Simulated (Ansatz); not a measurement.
Li started at a second open point in cubic perovskite LiBaF3, 41 atoms, charge 0

The calculation used DFT, r2SCAN, PAW, plane waves (Ansatz).

The input as it was run:

```yaml
crystal:
  lattice:
    - [7.917162, 0.000000, 0.000000]
    - [0.000000, 7.917162, 0.000000]
    - [0.000000, 0.000000, 7.917162]
  atoms:
    - { symbol: Ba, position: [0.999979, 0.998303, 0.000158] }
    - { symbol: Ba, position: [0.000606, 0.998769, 0.500136] }
    - { symbol: Ba, position: [0.999833, 0.501898, 0.000132] }
    - { symbol: Ba, position: [0.999276, 0.501461, 0.500096] }
    - { symbol: Ba, position: [0.499953, 0.998716, 0.000807] }
    - { symbol: Ba, position: [0.500501, 0.050170, 0.500925], spin: 0.143 }
    - { symbol: Ba, position: [0.499844, 0.501598, 0.999221] }
    - { symbol: Ba, position: [0.499327, 0.450157, 0.499236], spin: 0.143 }
    - { symbol: Li, position: [0.240721, 0.249665, 0.240919] }
    - { symbol: Li, position: [0.240580, 0.250155, 0.759506] }
    - { symbol: Li, position: [0.250916, 0.749208, 0.251099] }
    - { symbol: Li, position: [0.250668, 0.750191, 0.749328] }
    - { symbol: Li, position: [0.759331, 0.250052, 0.240676] }
    - { symbol: Li, position: [0.759076, 0.250530, 0.759314] }
    - { symbol: Li, position: [0.749102, 0.750063, 0.250952] }
    - { symbol: Li, position: [0.749014, 0.751061, 0.749159] }
    - { symbol: Li, position: [0.499904, 0.750126, 0.500330], spin: 0.143 }
    - { symbol: F, position: [0.245585, 0.247465, 0.000221] }
    - { symbol: F, position: [0.235583, 0.251689, 0.500302] }
    - { symbol: F, position: [0.253292, 0.751673, 0.000213] }
    - { symbol: F, position: [0.259979, 0.745445, 0.500184], spin: 0.143 }
    - { symbol: F, position: [0.754367, 0.252422, 0.999982] }
    - { symbol: F, position: [0.764321, 0.248786, 0.499819] }
    - { symbol: F, position: [0.746603, 0.748850, 0.999919] }
    - { symbol: F, position: [0.739876, 0.754380, 0.499975], spin: 0.143 }
    - { symbol: F, position: [0.000061, 0.247905, 0.245561] }
    - { symbol: F, position: [0.999814, 0.252419, 0.754541] }
    - { symbol: F, position: [0.000066, 0.751445, 0.253062] }
    - { symbol: F, position: [0.999876, 0.748904, 0.747096] }
    - { symbol: F, position: [0.500221, 0.251571, 0.235720] }
    - { symbol: F, position: [0.499712, 0.248750, 0.764394] }
    - { symbol: F, position: [0.500089, 0.745843, 0.260506], spin: 0.143 }
    - { symbol: F, position: [0.499808, 0.754503, 0.739725], spin: 0.143 }
    - { symbol: F, position: [0.250198, 0.000542, 0.250729] }
    - { symbol: F, position: [0.245961, 0.001240, 0.749949] }
    - { symbol: F, position: [0.246208, 0.498116, 0.246007] }
    - { symbol: F, position: [0.249692, 0.499058, 0.754353] }
    - { symbol: F, position: [0.750237, 0.001140, 0.246167] }
    - { symbol: F, position: [0.753755, 0.002101, 0.753789] }
    - { symbol: F, position: [0.753897, 0.499024, 0.249887] }
    - { symbol: F, position: [0.749669, 0.499705, 0.749740] }
  symmetry: { detect: false }
kpoints:
  mp_grid: { grid: [1, 1, 1], shift: [0.25, 0.25, 0.25] }
hamiltonian:
  xc: r2scan
magnetization:
  spin_polarized: true
scf:
  occupations: { method: fermi_dirac, width: 0.01 }
output:
  forces: true
  eigenvalues: true
  populations: true
  eigenstates: { kpoints: [[0.25, 0.25, 0.25]], e_range: [-6.0, 6.0], localisation: true }
```

Started with:

```sh
ansatz run in.yaml --threads 7 --pin off --max-ram 13300MiB --runs-dir r --events-out ev --progress --plain
```

The program printed, less machine lines and repeats, with […] for rows cut from tables:

```
Pseudopotentials: kind: paw
Functional definition: r2SCAN
  parameter k0 = 0.174
  parameter k1 = 0.065
  parameter a1 = 4.9479
  exchange = r2scan_x(k0 = k0, k1 = k1, a1 = a1)
  correlation = r2scan_c
Crystal: 41 atoms, lattice volume = 496.259 Å³
Basis set: ecut = 500 eV, 12557 PW (Γ), exchange–correlation on 240×240×240 points (64 copies of the dense FFT grid, shifted against one another)
Bands: 180, of which v1, the nominal top of the filled ones, is band 138 counted from 1 (137 counted from 0)
Symmetry: 1 space group operations
k-points: 1
Non-local potential: Ba, projectors of the file, l = 0: 3, l = 1: 2, l = 2: 2, l = 3: 2
Non-local potential: Li, projectors of the file, l = 0: 3, l = 1: 2, l = 2: 1
Non-local potential: F, projectors of the file, l = 0: 2, l = 1: 2, l = 2: 1
PAW form: soft (Blöchl's): semilocal exchange-correlation on the pseudo side does not see the compensation charge
PAW frozen core: Ba, regenerated for the run's functional (the file was generated under x = pbe(κ = 0.804, μ = 0.2195149727645171), c = pbe(β = 0.06672455060314922))
PAW frozen core: F, regenerated for the run's functional (the file was generated under x = pbe(κ = 0.804, μ = 0.2195149727645171), c = pbe(β = 0.06672455060314922))
PAW one-centre angular grid: Ba, 302 points (default); XC on 160 Gauss nodes
PAW one-centre angular grid: Li, 302 points (default); XC on 327 of its mesh's 2665 points in the sphere
PAW one-centre angular grid: F, 302 points (default); XC on 160 Gauss nodes
Initial density: superposition of atomic densities (chi_scale 0.1, normalization cell, long waves kept (reshape's long-wave potential 0.11 eV rms))
Starting moments: Σ|m| = 1.001 μB on 7 of 41 sites
Initial wavefunctions: pseudopotential atomic-orbital guess
Functional: x = r2scan, c = r2scan; τ floored in thin density (d = 2e-4 eV/Å³)
SCF iter   1: F=—  HF=-69089.589894 eV  |F-HF|=—  |Δ(HF+E_count)|=         —  Δρ=5.72e-2 (↑5.72e-2 ↓5.45e-2)  dr2=6.00e1  dr2_τ=1.31e-1  dr2_m=1.75e-1  M=0.978 μB ∫|m|=1.042 μB  β_m=0.30  ethr=3.10e-3  ⟨swp⟩=11.5  Hψ=2158  notcnv=0  defer=52
preconditioner: auto → Resta (q_TF=auto, 2.473 Å⁻¹)  ε∞=4.0  [insulator: Δε(μ)=0.090 eV  Ē_g=14.924 eV  σ=0.010 eV  W_gap=0.98  n_scr=122 (ndim 8)  ℏωp=25.9 eV  f_vac=0.000  D(μ)=2.17/eV (n_scr^D=6)  ε∞_Penn≈4.0]
spin=Collinear: Resta preconditioning applied to the charge; magnetization (m = ρ↑ − ρ↓) channel mixes plain (no charge-response kernel on spin).
SCF iter   2: F=—  HF=-69078.087087 eV  |F-HF|=—  |Δ(HF+E_count)|=    1.15e1  Δρ=2.35e-2 (↑2.35e-2 ↓2.11e-2)  dr2=1.49e1  dr2_τ=1.96e-1  dr2_m=1.09e-1  M=1.000 μB ∫|m|=1.053 μB  β_m=0.30  ethr=3.10e-3  ⟨swp⟩=3.0  Hψ=678  notcnv=0  defer=73  κ⁻¹=1.0e0(r=1)
SCF iter   3: F=—  HF=-69075.212845 eV  |F-HF|=—  |Δ(HF+E_count)|=    2.87e0  Δρ=1.22e-2 (↑1.22e-2 ↓1.15e-2)  dr2=4.16e0  dr2_τ=3.01e-2  dr2_m=5.85e-2  M=1.000 μB ∫|m|=1.059 μB  β_m=0.30  ethr=3.10e-3  ⟨swp⟩=4.0  Hψ=568  notcnv=0  defer=74  κ⁻¹=1.4e-2(r=2)
SCF iter   4: F=—  HF=-69074.134922 eV  |F-HF|=—  |Δ(HF+E_count)|=    1.08e0  Δρ=6.16e-3 (↑5.33e-3 ↓6.16e-3)  dr2=3.71e-1  dr2_τ=1.64e-2  dr2_m=2.55e-2  M=1.000 μB ∫|m|=1.048 μB  β_m=0.30  ethr=1.51e-3  ⟨swp⟩=4.5  Hψ=698  notcnv=0  defer=74  κ⁻¹=4.3e-4(r=3)
SCF iter   5: F=—  HF=-69074.143192 eV  |F-HF|=—  |Δ(HF+E_count)|=   8.27e-3  Δρ=3.06e-3 (↑3.06e-3 ↓2.61e-3)  dr2=5.56e-2  dr2_τ=2.60e-3  dr2_m=1.57e-2  M=1.000 μB ∫|m|=1.049 μB  β_m=0.30  ethr=1.35e-4  ⟨swp⟩=3.5  Hψ=569  notcnv=0  defer=74  κ⁻¹=3.7e-4(r=4)
SCF iter   6: F=—  HF=-69074.182989 eV  |F-HF|=—  |Δ(HF+E_count)|=   3.98e-2  Δρ=2.30e-3 (↑2.30e-3 ↓1.64e-3)  dr2=2.56e-2  dr2_τ=5.41e-4  dr2_m=9.18e-3  M=1.000 μB ∫|m|=1.051 μB  β_m=0.30  ethr=2.02e-5  ⟨swp⟩=3.0  Hψ=626  notcnv=0  defer=74  κ⁻¹=8.4e-5(r=5)
SCF iter   7: F=—  HF=-69074.186833 eV  |F-HF|=—  |Δ(HF+E_count)|=   3.84e-3  Δρ=1.14e-3 (↑1.14e-3 ↓1.04e-3)  dr2=1.31e-3  dr2_τ=2.05e-4  dr2_m=5.20e-3  M=1.000 μB ∫|m|=1.053 μB  β_m=1.20  ethr=9.30e-6  ⟨swp⟩=3.5  Hψ=548  notcnv=0  defer=74
Mixer restart at iter 7: flushing history
spin-set hold released at iteration 7 (site moments contracting): the magnetisation degrees of freedom join the quasi-Newton model from the next iteration; the mixer history was flushed
SCF iter   8: F=—  HF=-69074.197881 eV  |F-HF|=—  |Δ(HF+E_count)|=   1.10e-2  Δρ=2.79e-4 (↑2.79e-4 ↓2.09e-4)  dr2=2.10e-3  dr2_τ=2.41e-5  dr2_m=7.66e-5  M=1.000 μB ∫|m|=1.067 μB  β_m=1.20  ethr=4.77e-7  ⟨swp⟩=4.5  Hψ=812  notcnv=0  defer=74  κ⁻¹=1.0e0(r=1)
SCF iter   9: F=—  HF=-69074.198314 eV  |F-HF|=—  |Δ(HF+E_count)|=   4.34e-4  Δρ=1.73e-4 (↑1.73e-4 ↓1.69e-4)  dr2=1.38e-3  dr2_τ=9.91e-6  dr2_m=5.65e-6  M=1.000 μB ∫|m|=1.067 μB  β_m=1.20  ethr=4.77e-7  ⟨swp⟩=2.5  Hψ=625  notcnv=0  defer=74  κ⁻¹=2.8e-2(r=2)
SCF iter  10: F=—  HF=-69074.198536 eV  |F-HF|=—  |Δ(HF+E_count)|=   2.21e-4  Δρ=8.59e-5 (↑7.46e-5 ↓8.59e-5)  dr2=1.41e-4  dr2_τ=1.64e-6  dr2_m=1.10e-5  M=1.000 μB ∫|m|=1.066 μB  β_m=1.20  ethr=4.77e-7  ⟨swp⟩=3.0  Hψ=582  notcnv=0  defer=74  κ⁻¹=1.4e-2(r=3)
SCF iter  11: F=—  HF=-69074.198666 eV  |F-HF|=—  |Δ(HF+E_count)|=   1.31e-4  Δρ=4.15e-5 (↑4.15e-5 ↓4.01e-5)  dr2=3.91e-5  dr2_τ=3.67e-7  dr2_m=1.99e-7  M=1.000 μB ∫|m|=1.065 μB  β_m=1.20  ethr=5.12e-8  ⟨swp⟩=2.5  Hψ=632  notcnv=0  defer=74  κ⁻¹=1.5e-3(r=4)
SCF iter  12: F=—  HF=-69074.198343 eV  |F-HF|=—  |Δ(HF+E_count)|=   3.23e-4  Δρ=2.06e-5 (↑1.87e-5 ↓2.06e-5)  dr2=9.43e-6  dr2_τ=1.03e-7  dr2_m=1.21e-7  M=1.000 μB ∫|m|=1.065 μB  β_m=1.20  ethr=1.42e-8  ⟨swp⟩=2.0  Hψ=492  notcnv=0  defer=74  κ⁻¹=6.2e-4(r=5)
SCF iter  13: F=—  HF=-69074.198345 eV  |F-HF|=—  |Δ(HF+E_count)|=   2.04e-6  Δρ=5.68e-6 (↑5.68e-6 ↓5.56e-6)  dr2=8.14e-7  dr2_τ=8.89e-9  dr2_m=1.46e-8  M=1.000 μB ∫|m|=1.065 μB  β_m=1.20  ethr=3.43e-9  ⟨swp⟩=2.0  Hψ=556  notcnv=0  defer=74  κ⁻¹=9.1e-5(r=6)
SCF iter  14: F=—  HF=-69074.198345 eV  |F-HF|=—  |Δ(HF+E_count)|=   7.49e-8  Δρ=3.53e-6 (↑3.51e-6 ↓3.53e-6)  dr2=3.47e-7  dr2_τ=3.87e-9  dr2_m=4.09e-9  M=1.000 μB ∫|m|=1.065 μB  β_m=1.20  ethr=2.96e-10  ⟨swp⟩=2.0  Hψ=434  notcnv=0  defer=74  κ⁻¹=1.9e-5(r=7)
SCF iter  15: F=—  HF=-69074.198346 eV  |F-HF|=—  |Δ(HF+E_count)|=   2.48e-7  Δρ=1.69e-6 (↑1.69e-6 ↓1.59e-6)  dr2=6.03e-8  dr2_τ=9.12e-10  dr2_m=1.95e-9  M=1.000 μB ∫|m|=1.065 μB  β_m=1.20  ethr=3.64e-11  ⟨swp⟩=19.5  Hψ=2792  notcnv=0  κ⁻¹=5.6e-6(r=8)
SCF iter  16: F=-69074.198346 eV  HF=-69074.198346 eV  |F-HF|=7.71e-9  |Δ(HF+E_count)|=   3.24e-8  Δρ=8.33e-7 (↑8.33e-7 ↓7.86e-7)  dr2=1.08e-8  dr2_τ=1.56e-10  dr2_m=2.68e-10  M=1.000 μB ∫|m|=1.065 μB  ethr=2.19e-11  ⟨swp⟩=4.0  Hψ=1026  notcnv=0
SCF 1 converged in 16 iterations: F = -69074.198346 eV  dr2 = 1.08e-8
  greatest PAW one-centre occupation: 1.000 electrons in one spin orbital (limit 2), on the Li atom at site 16 (counted from 0), in its partial waves of l = 0
this state was not tested for a lower state beside it, because the mixer in use, unlike msr1, does not test its closes by its own steps (another_mixer; see scf.mixing.algorithm and scf.lower_state_search)
NSCF: frozen V_eff on 1 k-points
SCF converged after 16 iterations
Magnetization: 1.0000 μB (138.0000 up, 137.0000 down)
Absolute magnetization: 1.0791 μB (∫|ρ↑−ρ↓|, with the PAW one-centre terms)
Spin contamination: 0.0029 ħ² per cell (⟨S²⟩ above its minimum at these occupations)
Per-site moments (μB) at R_I (Å): [(0.0025507858130133666, 1.137607790627615), (0.006194066213339346, 1.1234604871089502), (0.0025445459406907476, 1.136815719423143), (0.006226058359525174, 1.122928202587193), (0.006241832550869418, 1.1237877954811077), (0.08660837285770595, 0.9798963603425911), (0.006230175286497675, 1.1239645668943876), (0.08652857593107145, 0.9796558842016966), (-8.370574133611
Free energy (F): -69074.198346 eV
Harris-Foulkes:  -69074.198346 eV  (|F-HF|=7.71e-9)
Internal energy: -69074.198346 eV  (E = F + TS)
E sigma→0 (E₀):  -69074.198346 eV
Fermi energy:    12.527874 eV
--- Per-component energies (eV) ---
  E_band       = -1391.889998
  E_kinetic    = 6606.347753
  E_local      = -15216.281988  (includes V_loc(G=0)·N_el)
  E_nonlocal   = 1896.101098
  E_hartree    = 5651.827140
  E_xc         = -3294.445543
  E_vxc        = -4160.297131  (∫ρ·V_xc dr)
  E_paw        = -47083.678682  (= ΣΔE_a)
  E_vpaw       = -2093.335983  (= ΣTr[D̂ρ^β])
  E_aug_tail   = 0.025048  (compensation charges beyond the density's cutoff)
  E_vtau       = 271.900355  (kinetic-family band-sum trace: ∫τ·v_τ [+ j·A + Jᵃ·Aᵃ] dr)
  E_ewald      = -17633.903104
  E_core_change = -0.190069  (= ΣΔE_core)
  E_smearing   = -0.000000  (= −TS)
  E_closure    = -0.000000  (closes the sum)
  Σ components = -69074.198346   (vs F -69074.198346, Δ=0.00e0)
--- Forces (eV/Å), atoms counted from 1 ---
  atom   1  Ba     0.00039308    -0.02405722     0.00007587
  atom   2  Ba    -0.00934159    -0.01798409    -0.00356067
  atom   3  Ba     0.00056448     0.02517112    -0.00329797
  atom   4  Ba     0.00612266     0.01983173     0.00118552
  atom   5  Ba     0.00033089    -0.01165809    -0.00349612
  atom   6  Ba    -0.00946274    -0.17143743    -0.02677499
  atom   7  Ba     0.00409089     0.01076914     0.01441643
  atom   8  Ba     0.01522372     0.17164246     0.01807727
  atom   9  Li     0.01978049     0.00216572     0.01638886
  atom  10  Li     0.01893450    -0.00025758    -0.02085353
  atom  11  Li     0.01668856    -0.00327798     0.01632490
  atom  12  Li     0.01703399    -0.00161339    -0.01890739
  atom  13  Li    -0.02226332     0.00131566     0.02167638
  atom  14  Li    -0.01558113    -0.00061353    -0.01899250
  atom  15  Li    -0.01677805     0.00173434     0.01699096
  atom  16  Li    -0.01550603     0.00279792    -0.01857840
  atom  17  Li     0.00095049     0.00208996    -0.00527206
  atom  18  F     -0.00265897     0.01524574    -0.00219524
  atom  19  F     -0.16340390    -0.00697928    -0.00015247
  atom  20  F     -0.01639073    -0.00713083     0.00013602
  atom  21  F     -0.01055821     0.02922788     0.00158538
  atom  22  F      0.00032237    -0.01319217    -0.00095240
  atom  23  F      0.16124668     0.00329488     0.00125744
  atom  24  F      0.01579336     0.00514116     0.00079480
  atom  25  F      0.01117870    -0.02727771     0.00360209
  atom  26  F     -0.00061342     0.01054108     0.00136778
  atom  27  F      0.00159050    -0.01191201     0.00136187
  atom  28  F      0.00039354    -0.00884493    -0.01196610
  atom  29  F     -0.00207522     0.00455368     0.01328842
  atom  30  F     -0.00148913    -0.01111153    -0.16330937
  atom  31  F      0.00052785     0.00897889     0.16483099
  atom  32  F     -0.00315587     0.02804373    -0.01740635
  atom  33  F      0.00062530    -0.02884464     0.02005389
  atom  34  F     -0.02500125    -0.01121573    -0.02983331
  atom  35  F     -0.00965002    -0.01189899     0.03124418
  atom  36  F     -0.01335374     0.00604452    -0.01018323
  atom  37  F     -0.02542881     0.00954533     0.00782236
  atom  38  F      0.02410890    -0.00741025    -0.01203184
  atom  39  F      0.01039958    -0.00480870     0.01510396
  atom  40  F      0.01125666     0.01183672    -0.02760465
  atom  41  F      0.02518246     0.01183520     0.02759435
  max |Σ_I F_I| component: 2.81e-4 eV/Å
--- Band table (eV) ---
  k-point 0 ↑: bands = ["-38.3984", "-37.1225", "-37.1214", "-37.1198", "-37.1174", "-37.0608", "-37.0596", "-37.0587", "-37.0558", "-19.1192", "-18.9791", "-18.9681", "-18.9293", "-18.8604", "-18.8432", "-18.8038", "-18.4616", "-16.3765", "-16.3708", "-16.2932", "-16.2621", "-16.2126", "-16.1687", "-16.1362", "-16.1225", "-16.1153", "-16.0659", "-16.0238", "-16.0074", "-15.9713", "-15.9707", "-15 …
  k-point 0 ↓: bands = ["-38.3138", "-37.1224", "-37.1214", "-37.1198", "-37.1174", "-37.0608", "-37.0596", "-37.0587", "-37.0557", "-19.0984", "-18.9724", "-18.9436", "-18.9096", "-18.8539", "-18.8095", "-18.7372", "-18.3645", "-16.3753", "-16.3699", "-16.2875", "-16.2618", "-16.2079", "-16.1661", "-16.1328", "-16.1191", "-16.1141", "-16.0645", "-16.0227", "-16.0058", "-15.9700", "-15.9683", "-15 …
--- Löwdin populations: 41 sites ---
  site symbol       q [e]    m [muB]
     0     Ba      8.1322     0.0004
     1     Ba      8.1354     0.0018
     2     Ba      8.1322     0.0004
     3     Ba      8.1354     0.0018
     4     Ba      8.1354     0.0018
     5     Ba      8.0721     0.0029
     6     Ba      8.1354     0.0018
     7     Ba      8.0721     0.0028
     8     Li      2.2887     0.0014
     9     Li      2.2901     0.0020
    10     Li      2.2767     0.0004
    11     Li      2.2769     0.0004
    12     Li      2.2901     0.0020
    13     Li      2.2887     0.0014
    14     Li      2.2769     0.0004
    15     Li      2.2767     0.0004
    16     Li      2.3342     0.0492
    17      F      7.7741    -0.0000
    18      F      7.7666    -0.0007
    19      F      7.7717    -0.0000
    20      F      7.7647     0.0008
    21      F      7.7741    -0.0000
    22      F      7.7666    -0.0007
    23      F      7.7717    -0.0000
    24      F      7.7647     0.0008
    25      F      7.7741    -0.0000
    26      F      7.7741    -0.0000
    27      F      7.7717    -0.0000
    28      F      7.7717    -0.0000
    29      F      7.7666    -0.0007
    30      F      7.7666    -0.0007
    31      F      7.7647     0.0008
    32      F      7.7647     0.0008
    33      F      7.7711     0.0004
    34      F      7.7709     0.0002
    35      F      7.7710     0.0001
    36      F      7.7709     0.0002
    37      F      7.7709     0.0002
    38      F      7.7710     0.0001
    39      F      7.7709     0.0002
    40      F      7.7711     0.0004
  spilling = 0.010815 (of n_electrons = 275.000000)
```

Total energies depend on the potentials used, so only differences within one code and one set of settings carry meaning.

The atoms are those of an earlier PBEsol relaxation. One k point and one spin start were run, so the state needn't be the lowest, and an added charge can sit in a band of the host.

Time: 32 s of wall time on 7 threads of a Neoverse-V2 processor, on a host shared with other runs; peak host memory 2.3 GiB.
